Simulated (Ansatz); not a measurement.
Level of theory: DFT PBE, scalar-relativistic, plane waves, PAW (Ansatz 0.2.0). The final run on the 6-atom cell used 420 eV, a Γ-centred 8×8×6 mesh, 0.02 eV smearing and no spin polarisation.

Formation energies are uncorrected and refer to the elements' standard structures at the same level (O₂ as a molecule). The references include grey tin.

**Question.** Find a candidate triclinic semiconductor with formula HfSnO4, with a gap near 2.0 eV, a formation energy near −2.44 eV/atom and about 12 Å³ per atom, in a cell of 6 atoms. Its symmetry should be P1 (No. 1).

**Answer.** HfSnO4, space group P1 (No. 1). Hf is surrounded by 4 O at 2.04–2.09 Å, 1 O at 2.24 Å, 1 O at 2.38 Å and 1 O at 2.52 Å; around Sn lie 4 O at 2.05–2.11 Å, 2 O at 2.24–2.28 Å and 1 O at 2.69 Å; around O on its first site lie 2 Hf at 2.04–2.09 Å, 1 Sn at 2.28 Å, 4 O at 2.62–2.76 Å and 1 Sn at 2.69 Å; around O on its second site lie 2 Sn at 2.08–2.11 Å and 2 Hf at 2.38–2.52 Å; 2 more sites not described.

```cif
data_structure
_symmetry_space_group_name_H-M 'P1'
_symmetry_Int_Tables_number 1
_cell_length_a 3.5563
_cell_length_b 3.7461
_cell_length_c 5.5665
_cell_angle_alpha 79.618
_cell_angle_beta 87.221
_cell_angle_gamma 89.665
_cell_volume 72.86
loop_
_atom_site_label
_atom_site_type_symbol
_atom_site_symmetry_multiplicity
_atom_site_Wyckoff_symbol
_atom_site_fract_x
_atom_site_fract_y
_atom_site_fract_z
_atom_site_occupancy
Hf1 Hf 1 a 0.51065 0.43493 0.48712 1
Sn1 Sn 1 a 0.97123 0.06618 0.01137 1
O1 O 1 a 0.52898 0.98509 0.32742 1
O2 O 1 a 0.00753 0.51683 0.17861 1
O3 O 1 a 0.99562 0.47300 0.66173 1
O4 O 1 a 0.48599 0.02396 0.83374 1
```

The volume per atom is 12.14 Å³. The density is 8.23 g/cm³ and the energy over the elements is −2.443 eV/atom. The gap on the 8×8×6 mesh of the 6-atom cell is 2.02 eV.

The cell was found from a structure generator's guess, not taken from experiment. The answer needn't be unique; the calculation gave this one.

These runs have no spin–orbit coupling, which can matter for Hf. Kohn–Sham gaps at this level usually fall short of measured ones. This cell was reached by moving the atoms of another relaxed cell at random and relaxing again, last within the group found; it had no such test of its own. Another cell of HfSnO4 relaxed alike, in Cmmm, lies 76 meV/atom lower, so this cell isn't the stable form at this level.
